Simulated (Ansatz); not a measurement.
Mg (simple hexagonal, P6/mmm) at seven volumes, r²SCAN in the plane-wave PAW code Ansatz, shape and atoms relaxed at each. One row is withheld.

```csv
V (Å³/atom),P (GPa)
22.703,3.33
23.452,2.03
24.200,0.92
24.949,-0.04
25.697,-0.85
26.446,-1.55
27.194,?
```

Problem. Fit the shown pressures and predict the withheld one.

Solution. P = (3/2)B₀(x^(7/2) − x^(5/2))[1 + (3/4)(B′ − 4)(x − 1)] with x = (V₀/V)^(2/3). Least squares on the six rows gives V₀ = 24.919 Å³/atom, B₀ = 29.5 GPa, B′ = 4.14. At V = 27.194, x = 0.9434 and P = -2.15 GPa. The run itself gave -2.15 GPa.

The workflow started from a Materials Project entry (that database holds measured and hypothetical structures alike); the Crystallography Open Database copy checked does not list it. It is not the phase usual at ambient conditions (space group No. 194). The r²SCAN relaxation kept the symmetry of its start. At this level the phase is mechanically unstable.

Potentials: the later of the program's two PAW sets.
